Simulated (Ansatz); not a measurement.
Generalised stacking fault of Nb (bcc, W type) on the {211} plane. The cell below holds the perfect crystal with the plane normal along z; tilting its third vector by the shift puts one fault into each cell, between planes 1.35 Å apart, at fixed cell height.

```xyz
6
Lattice="2.8662 0.0000 0.0000 0.0000 4.6805 0.0000 0.0000 0.0000 8.1069" Properties=species:S:1:pos:R:3 pbc="T T T"
Nb     0.0000     0.0000     7.4313
Nb     1.9108     2.3403     0.6756
Nb     0.9554     0.0000     2.0267
Nb     0.0000     2.3403     3.3779
Nb     1.9108     0.0000     4.7290
Nb     0.9554     2.3403     6.0802
```

In-plane vectors a = (2.866, 0.000) Å, b = (0.000, 4.681) Å, area 13.42 Å². The shift is s times the vector a (length 2.866 Å), so s = 1 restores the start. Atoms relax along the normal only. γ = [E(shift) − E(0)] / area.

Computed with PBE (plane waves to 420 eV, PAW, scalar-relativistic; Ansatz, an electronic-structure program). k mesh 14×8×5 (Γ-centred), Fermi-Dirac smearing 0.05 eV. E is the zero-smearing estimate. With partly filled bands, the k mesh leaves noise in γ, roughly 0.02 J/m² as judged from a few cases. Faults lie only 8.1 Å apart, and holding the cell height raises γ above its relaxed value. On this mesh the relaxed cell isn't quite at rest: it carries a pressure of 0.1 GPa (compression positive) at the zero of the scan. Nb is run without spin polarisation. Nb was relaxed with its symmetry unable to fall. γ is measured from zero shift. The last digit holds for this mesh only.

```json
[
 {"s": "0.000", "γ (J/m²)": "0.00"},
 {"s": "0.083", "γ (J/m²)": "0.07"},
 {"s": "0.167", "γ (J/m²)": "0.26"},
 {"s": "0.250", "γ (J/m²)": "0.50"},
 {"s": "0.333", "γ (J/m²)": "0.67"},
 {"s": "0.417", "γ (J/m²)": "0.76"},
 {"s": "0.500", "γ (J/m²)": "0.78"},
 {"s": "0.583", "γ (J/m²)": "0.73"},
 {"s": "0.667", "γ (J/m²)": "withheld"},
 {"s": "0.750", "γ (J/m²)": "0.47"},
 {"s": "0.833", "γ (J/m²)": "0.26"},
 {"s": "0.917", "γ (J/m²)": "0.08"}
]
```

Task: Fit a Fourier form (three harmonics of 1 − cos and sin) to the given rows and predict γ at s = 0.667.

Result: Least squares on the 11 given rows: γ = (0.388)·[1 − cos(2πs)] + (0.012)·sin(2πs) + (0.047)·[1 − cos(4πs)] + (-0.011)·sin(4πs), in J/m²; root-mean-square residual 0.003 J/m². At 0.667 the fit gives 0.63 J/m²; the calculation gives 0.63 J/m², the same to the digits shown. 

(The slope of γ gives the shear force per area between the displaced halves; near zero shift its curvature is an elastic stiffness.)
